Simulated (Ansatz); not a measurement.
GaN in space group P-6m2 (No. 187; Ga on 1a, N on 1f) under volume change, plane-wave PAW r²SCAN (Ansatz code), shape and atoms relaxed at each volume.

```json
[
 {"V (Å³/atom)": "9.009", "E − E(relaxed) (meV/atom)": "60.5", "P (GPa)": "23.73"},
 {"V (Å³/atom)": "9.306", "E − E(relaxed) (meV/atom)": "25.3", "P (GPa)": "14.48"},
 {"V (Å³/atom)": "9.603", "E − E(relaxed) (meV/atom)": "6.0", "P (GPa)": "6.63"},
 {"V (Å³/atom)": "9.900", "E − E(relaxed) (meV/atom)": "0.0", "P (GPa)": "0.00"},
 {"V (Å³/atom)": "10.197", "E − E(relaxed) (meV/atom)": "5.4", "P (GPa)": "-5.65"},
 {"V (Å³/atom)": "10.494", "E − E(relaxed) (meV/atom)": "20.4", "P (GPa)": "-10.41"},
 {"V (Å³/atom)": "10.791", "E − E(relaxed) (meV/atom)": "43.5", "P (GPa)": "-14.40"}
]
```

Question: What does a third-order Birch–Murnaghan fit give for V₀, B₀ and B′?

Answer: V₀ = 9.90 Å³/atom, B₀ = 203 GPa, B′ = 4.5.

The cell is a constructed one: a structure type filled with these elements; neither database checked (COD, Materials Project) lists it. It is not the phase usual at ambient conditions (space group No. 186, 216). The cell was relaxed with r²SCAN under the symmetry of its start; its stability against distortions is not shown here.

Potentials: the earlier of the program's two PAW sets.
